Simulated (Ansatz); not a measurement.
# How the vibrations of PIr2 change with volume

The calculation used DFT LDA, scalar-relativistic, plane waves, PAW in Ansatz 0.2.0. Plane waves to 420 eV; Γ-centred k mesh 14×14×14; Fermi-Dirac smearing of 0.15 eV. No spin polarisation. Phonons by linear response, acoustic sum rule imposed.

The cell, relaxed at this level:
```cif
data_structure
_symmetry_space_group_name_H-M 'Fm-3m'
_symmetry_Int_Tables_number 225
_cell_length_a 5.5065
_cell_length_b 5.5065
_cell_length_c 5.5065
_cell_angle_alpha 90.000
_cell_angle_beta 90.000
_cell_angle_gamma 90.000
_cell_volume 166.96
loop_
_atom_site_label
_atom_site_type_symbol
_atom_site_symmetry_multiplicity
_atom_site_Wyckoff_symbol
_atom_site_fract_x
_atom_site_fract_y
_atom_site_fract_z
_atom_site_occupancy
P1 P 4 a 0.00000 0.00000 0.00000 1
Ir1 Ir 8 c 0.25000 0.75000 0.75000 1
```

In a metal, frequencies depend on the k mesh and the smearing, soft modes most. Spin–orbit coupling is left out, which can shift energies with elements as heavy as these.

Cells at 0.98 and 1.02 times the equilibrium volume were relaxed in shape and atoms; γ = −d ln ν / d ln V, modes matched by rank.

Question: Give the optical frequencies at Γ (cm⁻¹) at the three volumes and the mode Grüneisen parameters.

Answer:
```
0.98 V    V  1.02 V     γ  degeneracy
   195  186     178  2.33           3
   351  333     316  2.62           3
```

Question: What pressures hold the two strained cells, and what bulk modulus follows?

Answer: 6.71 GPa at 0.98 V and -5.97 GPa at 1.02 V, so B = −dP/d ln V ≈ 317 GPa.